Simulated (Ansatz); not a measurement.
LiGeN:
```cif
data_Ge2Li2N2
_chemical_formula_sum 'Li2 Ge2 N2'
_space_group_name_H-M_alt 'P63mc'
_space_group_IT_number 186
_space_group_name_Hall 'P 6c -2c'
_cell_length_a 2.95101
_cell_length_b 2.95101
_cell_length_c 9.17549
_cell_angle_alpha 90.000
_cell_angle_beta 90.000
_cell_angle_gamma 120.000
loop_
_atom_site_label
_atom_site_type_symbol
_atom_site_symmetry_multiplicity
_atom_site_Wyckoff_symbol
_atom_site_fract_x
_atom_site_fract_y
_atom_site_fract_z
_atom_site_occupancy
Li1 Li 2 b 0.33333 0.66667 0.24264 1
Ge1 Ge 2 a 0.00000 0.00000 0.49774 1
N1 N 2 b 0.66667 0.33333 0.10425 1
```

Relaxed with LDA.

Task: Which orbitals make up the states near the band edges in DFT-LDA in the program Ansatz with PAW potentials?

Result: Top 1 eV of the valence band: N 2p 43 %, Ge 4p 32 %, Ge 4s 16 %. Bottom 1 eV of the conduction band: Ge 4p 43 %, N 2p 26 %, N 2s 9 %, Ge 4s 6 %, outside the projected shells 11 %. Projections are on Löwdin-orthogonalised atomic valence shells; empty p or d shells of many metals are not among them.

Task: Tabulate the density of states.

Result: States/eV per cell of 6 atoms, in 0.25 eV bins, energy from the valence-band maximum.

```tsv
E (eV)	total	N 2p	Ge 4p	Ge 4s
-7.86	1.29	0.51	0.12	0.46
-7.61	1.57	0.52	0.21	0.52
-7.36	1.99	0.59	0.30	0.63
-7.11	2.57	0.69	0.43	0.80
-6.86	1.55	0.40	0.26	0.48
-6.61	0.42	0.10	0.07	0.13
-6.36	0.00	0.00	0.00	0.00
-6.11	0.02	0.01	0.01	0.00
-5.86	0.43	0.24	0.17	0.01
-5.61	0.50	0.29	0.19	0.02
-5.36	0.54	0.31	0.19	0.02
-5.11	1.44	0.79	0.49	0.05
-4.86	3.05	1.68	1.02	0.11
-4.61	3.22	1.84	0.99	0.15
-4.36	2.79	1.62	0.75	0.16
-4.11	1.91	1.18	0.43	0.11
-3.86	1.88	1.26	0.41	0.08
-3.61	3.38	2.39	0.67	0.08
-3.36	2.26	1.66	0.42	0.05
-3.11	1.99	1.51	0.38	0.04
-2.86	2.12	1.64	0.38	0.03
-2.61	1.56	1.21	0.24	0.02
-2.36	1.32	1.03	0.19	0.02
-2.11	1.46	1.07	0.23	0.01
-1.86	1.47	1.05	0.23	0.01
-1.61	1.81	1.24	0.31	0.02
-1.36	2.30	1.38	0.52	0.11
-1.11	3.67	1.23	1.43	0.63
-0.86	2.80	0.98	1.05	0.52
-0.61	3.21	1.32	1.07	0.55
-0.36	1.78	0.89	0.49	0.26
-0.11	1.10	0.65	0.25	0.13
0.14	0.00	0.00	0.00	0.00
0.39	0.00	0.00	0.00	0.00
0.64	0.00	0.00	0.00	0.00
0.89	0.00	0.00	0.00	0.00
1.14	0.00	0.00	0.00	0.00
1.39	0.00	0.00	0.00	0.00
1.64	0.19	0.05	0.08	0.02
1.89	0.54	0.14	0.22	0.04
2.14	1.18	0.31	0.50	0.07
2.39	1.81	0.48	0.81	0.10
2.64	1.84	0.49	0.83	0.11
2.89	1.70	0.44	0.77	0.12
3.14	1.18	0.26	0.53	0.13
3.39	1.03	0.19	0.44	0.14
3.64	0.96	0.16	0.39	0.16
3.89	1.01	0.15	0.39	0.19
4.14	1.17	0.17	0.40	0.23
4.39	1.48	0.24	0.51	0.26
4.64	2.09	0.35	0.78	0.27
4.89	2.31	0.40	0.74	0.34
5.14	3.66	0.67	0.94	0.54
5.39	2.47	0.43	0.74	0.27
5.64	2.87	0.49	0.87	0.27
5.89	2.31	0.39	0.78	0.17
6.14	1.26	0.17	0.47	0.08
6.39	2.61	0.37	0.87	0.15
```

Space group P6_3mc. The workflow started from a Materials Project entry (that database holds measured and hypothetical structures alike); the Crystallography Open Database copy checked does not list it. Its standing as an ambient phase is unchecked. The cell was relaxed with LDA under the symmetry of its start; whether a distortion lowers the energy is not shown. Scalar-relativistic: spin–orbit coupling is off unless named, which matters more the heavier the elements.

Potentials: the later of the program's two PAW sets.
